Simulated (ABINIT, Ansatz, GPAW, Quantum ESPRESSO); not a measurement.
# One calculation of Sn3Te, 5 ways

```
Te Sn
1.0
     4.86562    0.00000    0.00000
     0.00000    4.86562    0.00000
     0.00000    0.00000    4.86562
Te Sn
1 3
Direct
  0.00673 0.98858 0.99664
  0.99890 0.50418 0.49890
  0.50157 0.00640 0.49978
  0.48993 0.50469 0.99880
```

The cell comes from a database or a generator and needn't be the stable form of this composition.

Atoms were shifted at random by some hundredths of an Å from the given cell, which wasn't relaxed again for these runs.

Alike in all runs: task single point; functional PBEsol; k mesh 6 × 6 × 6; occupations fermi-dirac, width 0.05 eV; no spin polarisation; no spin-orbit coupling. A missing gap at this level doesn't show that the real crystal is a metal. Pressure is positive in compression and, in plane waves, holds the error of the finite cutoff, which Ansatz's Pulay term estimates and takes out.

```csv
program and potentials,plane-wave cutoff (eV),notes,band gap (eV),pressure (GPa),largest force (eV/Å),energy over the undisturbed cell (meV/atom)
"Ansatz, Ansatz PAW",420,"potentials made for PBE, which Ansatz adapts in part; 14.5 valence electrons an atom on average",?,?,?,?
"Ansatz, all-electron LAPW, scalar-relativistic",-,-,no gap,-2.29,0.092,-
"Quantum ESPRESSO, GBRV 1.5 PBEsol",925,12 valence electrons an atom on average,no gap,-2.53,0.091,0.29
"ABINIT, PseudoDojo NC SR PBEsol v0.4.1 standard",1088,14.5 valence electrons an atom on average,no gap,-2.22,0.094,0.34
"GPAW, PAW data sets generated for this functional",600,12 valence electrons an atom on average,no gap,-2.53,0.092,0.18
```

Estimate from the other rows what the run with Ansatz, Ansatz PAW gave.

No band gap; pressure -2.29 GPa; largest force 0.092 eV/Å; energy over the undisturbed cell 0.28 meV/atom. Its pressure holds a Pulay term of +0.03 GPa. The other rows, which needn't bracket it: pressure -2.53 to -2.22; largest force 0.091 to 0.094; energy over the undisturbed cell 0.18 to 0.34.
